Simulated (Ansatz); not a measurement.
Geometry optimisation in Ansatz: input, command and trajectory.

```yaml
crystal:
  lattice:
    - [3.049433314, 0.0, 0.0]
    - [-1.524716657, 2.6408867171, 0.0]
    - [0.0, 0.0, 4.960520779]
  atoms:
    - { symbol: Ti, position: [0.6666666667, 0.3333333333, 0.2673890423] }
    - { symbol: Ti, position: [0.3333333333, 0.6666666667, 0.7326109577] }
    - { symbol: O, position: [0.0, 0.0, 0.0] }
basis:
  ecutwfc: 500
kpoints:
  mp_grid: { grid: [18, 18, 10] }
hamiltonian:
  xc: r2scan
scf:
  occupations: { method: gaussian, width: 0.1 }
output:
  forces: true
  stress: true
  eigenvalues: true
relax:
  adjacent_minimum: "off"
  f_tol: 0.01
  max_steps: 30
  cell: { stress_tol: 0.1, fix: [volume] }
```

```bash
ansatz run input.yaml --threads 1 --pin off --max-ram 2560MiB --backend cpu --events-out ev --progress --plain --runs-dir out
```

Computed with DFT r2SCAN, scalar-relativistic, plane waves, PAW (Ansatz 0.2.0).

The volume is held at 1.1 times that of the relaxed cell.

Of 5 frames 4 are shown, positions in Å and forces in eV/Å; the SCF threshold varies from step to step. Steps run on the plane waves of an earlier cell, with a Pulay correction in the pressure. The basis is chosen afresh for the last frame, the zero of the energies, and at times for earlier ones too; energy and pressure step there, also at an unchanged geometry.

```xyz
3
Lattice="3.0494 0.0000 0.0000 -1.5247 2.6409 0.0000 0.0000 0.0000 4.9605" Properties=species:S:1:pos:R:3:forces:R:3 pbc="T T T" step=1 free_energy_over_end_meV_per_atom=0.10 pressure_GPa=-15.45
Ti    1.5247    0.8803    1.3264    0.0000    0.0000   -0.0557
Ti    0.0000    1.7606    3.6341    0.0000    0.0000    0.0557
O     0.0000    0.0000    0.0000    0.0000    0.0000    0.0000
3
Lattice="3.0492 0.0000 0.0000 -1.5246 2.6407 0.0000 0.0000 0.0000 4.9612" Properties=species:S:1:pos:R:3:forces:R:3 pbc="T T T" step=2 free_energy_over_end_meV_per_atom=0.02 pressure_GPa=-15.41
Ti    1.5246    0.8802    1.3227    0.0000    0.0000   -0.0078
Ti    0.0000    1.7605    3.6385    0.0000    0.0000    0.0078
O     0.0000    0.0000    0.0000    0.0000    0.0000    0.0000
3
Lattice="3.0522 0.0000 0.0000 -1.5261 2.6433 0.0000 0.0000 0.0000 4.9514" Properties=species:S:1:pos:R:3:forces:R:3 pbc="T T T" step=3 free_energy_over_end_meV_per_atom=0.01 pressure_GPa=-15.38
Ti    1.5261    0.8811    1.3183    0.0000    0.0000    0.0006
Ti    0.0000    1.7622    3.6331    0.0000    0.0000   -0.0006
O     0.0000    0.0000    0.0000    0.0000    0.0000    0.0000
3
Lattice="3.0510 0.0000 0.0000 -1.5255 2.6422 0.0000 0.0000 0.0000 4.9555" Properties=species:S:1:pos:R:3:forces:R:3 pbc="T T T" step=5 free_energy_over_end_meV_per_atom=0.00 pressure_GPa=-15.39
Ti    1.5255    0.8807    1.3199    0.0000    0.0000    0.0006
Ti    0.0000    1.7615    3.6356    0.0000    0.0000   -0.0006
O     0.0000    0.0000    0.0000    0.0000    0.0000    0.0000
```

Time: 2.3 min on 1 thread of Arm Neoverse V1, on a shared host, peak memory 0.65 GiB.

Spin polarisation was left out, and a magnetic state may lie lower.